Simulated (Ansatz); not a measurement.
Starting cell, MoS2 (3R-MoS2 type, space group R3m):

```yaml
crystal:
  lattice:
    - [1.57661, 0.91026, 5.99789]
    - [-1.57661, 0.91026, 5.99789]
    - [0.00000, -1.82051, 5.99789]
  atoms:
    - { symbol: Mo, position: [0.00002, 0.00002, 0.00002] }
    - { symbol: S, position: [0.75353, 0.75353, 0.75353] }
    - { symbol: S, position: [0.57975, 0.57975, 0.57975] }
```

In this cell atom 2 (S, nearest neighbour Mo at 2.399 Å; its periodic images, 3.2 Å or more away, move with it) is moved by u·(0.707, 0.707, 0.000) + v·(0.000, 0.000, 1.000); the rest is frozen.

All values below come from PBE-D3(BJ) (plane waves to 420 eV, PAW, scalar-relativistic; Ansatz, a first-principles code). k mesh 10×10×10 (Γ-centred), Fermi-Dirac smearing 0.05 eV. Energies are smeared free energies. Points where atoms come too close for the PAW data are left out (x in tables, blank in figures). As the smearing reaches across the gap at some points, energies and forces of such displacements shift with the k mesh and the smearing. MoS2 is run without spin polarisation. MoS2 was relaxed with its symmetry unable to fall. The PAW data are Ansatz's earlier set. This is one of several known forms of MoS2; the measured ambient cells at hand have space group No. 194. ΔE is measured from the undisplaced structure. Axes are in Å.

The scan covers u from -0.360 to 0.360 Å in 7 points and v from -0.360 to 0.360 Å in 7 points.

Question: In which direction of the plane is the atom held most weakly?

Answer: Along u.

Question: What are the two principal curvatures of the energy at the centre?

Answer: 9.9 and 17.7 eV/Å².

(For displaced atoms, the force is minus the slope of the energy, and its curvature is a force constant, which sets phonon frequencies.)
